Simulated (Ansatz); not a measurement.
Al:
Space group Fm-3m (No. 225); a = 3.982 Å, b = 3.982 Å, c = 3.982 Å, α = 90.00°, β = 90.00°, γ = 90.00°

```tsv
atom	site	symmetry	x	y	z
Al	4a	m-3m	0.0000	0.0000	0.0000
```
(The calculation used a cell of 1 atom; values per cell refer to that cell.)

Relaxed with PBE+D3(BJ).

Task: Which orbitals make up the states near the Fermi level in PBE+D3(BJ) in the plane-wave PAW code Ansatz?

Result: Within 0.5 eV of the Fermi level: Al 3p 65 %, Al 3s 30 %, outside the projected shells 6 %. Projections are on Löwdin-orthogonalised atomic valence shells; empty p or d shells of many metals are not among them.

Task: Tabulate the density of states.

Result: States/eV per cell of 1 atom, in 0.25 eV bins, energy from the Fermi level.

```
E (eV)  total  Al 3p  Al 3s
------  -----  -----  -----
-7.85    0.22   0.15   0.07
-7.60    0.22   0.15   0.07
-7.35    0.23   0.16   0.07
-7.10    0.24   0.17   0.07
-6.85    0.25   0.17   0.07
-6.60    0.25   0.18   0.08
-6.35    0.26   0.18   0.08
-6.10    0.27   0.19   0.08
-5.85    0.28   0.19   0.08
-5.60    0.28   0.20   0.08
-5.35    0.29   0.21   0.08
-5.10    0.30   0.22   0.08
-4.85    0.32   0.24   0.08
-4.60    0.31   0.23   0.08
-4.35    0.30   0.23   0.07
-4.10    0.31   0.22   0.08
-3.85    0.33   0.23   0.10
-3.60    0.33   0.23   0.10
-3.35    0.35   0.25   0.10
-3.10    0.37   0.27   0.10
-2.85    0.38   0.27   0.10
-2.60    0.36   0.26   0.10
-2.35    0.36   0.26   0.09
-2.10    0.34   0.24   0.09
-1.85    0.32   0.22   0.09
-1.60    0.35   0.25   0.09
-1.35    0.36   0.25   0.10
-1.10    0.38   0.26   0.11
-0.85    0.41   0.28   0.11
-0.60    0.38   0.26   0.10
-0.35    0.35   0.25   0.09
-0.10    0.36   0.23   0.11
0.15     0.40   0.25   0.13
0.40     0.41   0.26   0.13
0.65     0.42   0.27   0.13
0.90     0.41   0.26   0.12
1.15     0.41   0.26   0.12
1.40     0.41   0.26   0.11
1.65     0.42   0.26   0.12
1.90     0.43   0.26   0.12
2.15     0.43   0.26   0.13
2.40     0.43   0.26   0.13
2.65     0.44   0.27   0.13
2.90     0.45   0.27   0.13
3.15     0.45   0.27   0.13
3.40     0.46   0.27   0.12
3.65     0.47   0.28   0.12
3.90     0.47   0.28   0.12
4.15     0.48   0.29   0.12
4.40     0.49   0.29   0.12
4.65     0.49   0.30   0.11
```

Symmetry was held in the PBE+D3(BJ) relaxation. The pairwise dispersion correction was not fitted to metals.

Potentials: the later of the program's two PAW sets.
